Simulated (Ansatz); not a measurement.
YIn (CsCl type, Pm-3m) at seven volumes, plane-wave PAW PBEsol (Ansatz code), scaled uniformly. One row is withheld.

```
V (Å³/atom)  P (GPa)
-----------  -------
23.175          7.31
23.939             ?
24.703          2.04
25.467          0.00
26.231         -1.74
26.995         -3.24
27.759         -4.53
```

Question: Fit the shown pressures and predict the withheld one.

Answer: P = (3/2)B₀(x^(7/2) − x^(5/2))[1 + (3/4)(B′ − 4)(x − 1)] with x = (V₀/V)^(2/3). Least squares on the six rows gives V₀ = 25.467 Å³/atom, B₀ = 63.2 GPa, B′ = 4.32. At V = 23.939, x = 1.0421 and P = 4.47 GPa. The run itself gave 4.45 GPa.

The workflow started from an entry of the Crystallography Open Database (COD). Its standing as an ambient phase is unchecked. Symmetry was held in the PBEsol relaxation; of distortions, only those at the zone centre were tested. The run is not spin-polarised.

Potentials: the later of the program's two PAW sets.
